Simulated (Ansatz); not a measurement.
### Question
Name crystals whose computed values (r²SCAN+D4 in the plane-wave PAW code Ansatz) fall in these windows: B₀ by P(V) fit (GPa) 13 to 16; gap (eV) 1.7 to 2.5; electron conductivity mass (mₑ) 1.0 to 1.2.

### Answer


```
crystal          B₀ by P(V) fit (GPa)  gap (eV)  electron conductivity mass (mₑ)
---------------  --------------------  --------  -------------------------------
MnI2, CdI2 type                  14.7      2.05                              1.1
```
Others may fit too.

Spin orders computed, not proven ground states: MnI2, CdI2 type ferromagnetic. Standing as an ambient phase not checked: MnI2, CdI2 type. The cell was relaxed under the symmetry of its start. Spin–orbit coupling is left out wherever it is not named.

Potentials: the later of the program's two PAW sets.
